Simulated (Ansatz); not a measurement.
BaCuTeF:
```yaml
crystal:
  lattice:
    - [4.42003, 0.00000, 0.00000]
    - [0.00000, 4.42003, 0.00000]
    - [0.00000, 0.00000, 9.42706]
  atoms:
    - { symbol: Ba, position: [0.00000, 0.50000, 0.65668] }
    - { symbol: Ba, position: [0.50000, 0.00000, 0.34332] }
    - { symbol: Cu, position: [0.00000, 0.00000, 0.00000] }
    - { symbol: Cu, position: [0.50000, 0.50000, 0.00000] }
    - { symbol: Te, position: [0.50000, 0.00000, 0.84024] }
    - { symbol: Te, position: [0.00000, 0.50000, 0.15976] }
    - { symbol: F, position: [0.50000, 0.50000, 0.50000] }
    - { symbol: F, position: [0.00000, 0.00000, 0.50000] }
```

Relaxed with r²SCAN.

Q: Map the valence electron density (e/Å³), cut off at 1 on the plane through (0.000, 0.500, 0.657) spanned by u = [1, 0, 0] and v = [0, 0, 1] in lattice vectors, from the program Ansatz at the r²SCAN level (PAW).

A: x is the fraction of u, y of v (the angle between them is 90°; rows are the nearest grid lines); atoms in the plane: Ba at (0.00, 0.00), Cu at (0.50, 0.34), Te at (0.00, 0.50), F at (0.50, 0.84).
```
|=+%@@#-.       .-#@@%+=|
|@@@@@+:...:::...:+@@@@@|
|@@@@*-..:=*#*=:..-*@@@@|
|--:...:+@@@@@@@+:...:--|
|      :+@@@@@@@+:      |
|       .=%@@@%=.       |
|        .:-=-:.        |
|                       |
|::...             ...::|
|##*=-:.         .:-=*##|
|@@@#+-:.       .:-+#@@@|
|@@@@@+-:.     .:-+@@@@@|
|@@@@@+-:.......:-+@@@@@|
|@@@*+----*@@@*----+*@@@|
|+++=---=@@@@@@@=---=+++|
|......-@@@@@@@@@-......|
|     .:=@@@@@@@=:.     |
|       .:-=+=-:.       |
|        ...:...        |
|                       |
|--::.             .::--|
|@@@@*-.         .-*@@@@|
|@@@@@+:         :+@@@@@|
|=+%@@#-.       .-#@@%+=|
```
Scale: ten equal steps from 0.018 (start of ' ') to 1.00 (end of '@'), in the order ' .:-=+*#%@'; x runs from 0.000 to 1.00, y from 0.000 (bottom) to 1.00 (top).

The density is the valence pseudo-density with augmentation charge, so density and ELF within about 1 Å of a nucleus are not all-electron values.

Space group P4/nmm. The workflow started from a Materials Project entry (that database holds measured and hypothetical structures alike); the Crystallography Open Database copy checked does not list it. Whether it is the stable phase at ambient conditions was not checked. The r²SCAN relaxation kept the symmetry of its start; phonons show weakly imaginary modes. No spin polarisation was allowed. No Hubbard U is applied. Spin–orbit coupling is left out wherever it is not named.

Potentials: the earlier of the program's two PAW sets. The files were generated under PBE; for other functionals the program regenerates the frozen cores, and for LDA and PBEsol the local potential too.
